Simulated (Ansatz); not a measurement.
The start is a generated cell, SnSe built in the GeS structure type. A full variable-cell relaxation at zero pressure is run with PBE (plane waves to 420 eV, PAW, scalar-relativistic; Ansatz, a first-principles code). The first steps use a coarse 2×6×5 k-mesh.

The start:
```yaml
crystal:
  lattice:
    - [11.79196, 0.00000, 0.00000]
    - [0.00000, 4.09959, 0.00000]
    - [0.00000, 0.00000, 4.84293]
  atoms:
    - { symbol: Sn, position: [0.12210, 0.25000, 0.12770] }
    - { symbol: Sn, position: [0.37790, 0.75000, 0.62770] }
    - { symbol: Sn, position: [0.87790, 0.75000, 0.87230] }
    - { symbol: Sn, position: [0.62210, 0.25000, 0.37230] }
    - { symbol: Se, position: [0.84950, 0.25000, 0.50230] }
    - { symbol: Se, position: [0.65050, 0.75000, 0.00230] }
    - { symbol: Se, position: [0.15050, 0.75000, 0.49770] }
    - { symbol: Se, position: [0.34950, 0.25000, 0.99770] }
```

Question: By how much does the energy per atom fall from start to end?

Answer: 0.01 eV/atom.

Question: How do the shortest distances between atoms change?

Answer: The closest pairs of elements (up to four, under 3.6 Å), start → end: Se–Sn 2.74 → 2.79 Å.

Question: What band gap does the relaxed structure have at this level?

Answer: 0.70 eV, indirect (valence top at k = (0, 0, 0.4286), conduction bottom at 33 % of the way from Y to Γ) (no spin-orbit coupling).

Question: Give the final cell and atomic positions.

Answer: 
```cif
data_Se4Sn4
_chemical_formula_sum 'Sn4 Se4'
_space_group_name_H-M_alt 'Pnma'
_space_group_IT_number 62
_space_group_name_Hall '-P 2ac 2n'
_cell_length_a 11.78142
_cell_length_b 4.20182
_cell_length_c 4.57755
_cell_angle_alpha 90.000
_cell_angle_beta 90.000
_cell_angle_gamma 90.000
loop_
_atom_site_label
_atom_site_type_symbol
_atom_site_symmetry_multiplicity
_atom_site_Wyckoff_symbol
_atom_site_fract_x
_atom_site_fract_y
_atom_site_fract_z
_atom_site_occupancy
Sn1 Sn 4 c 0.12106 0.25000 0.11629 1
Se1 Se 4 c 0.35469 0.25000 0.02253 1
```

The space group stays Pnma (No. 62) (the run could not lower it); the end is AFLOW prototype AB_oP8_62_c_c (B29, as in SnS), with 8 atoms in the primitive cell. Final values are on a 3×8×7 k-mesh of the relaxed cell. No spin polarisation in the result.

The run could not lose the symmetry of its start; a randomly shaken copy of 8 atoms returns to this structure.
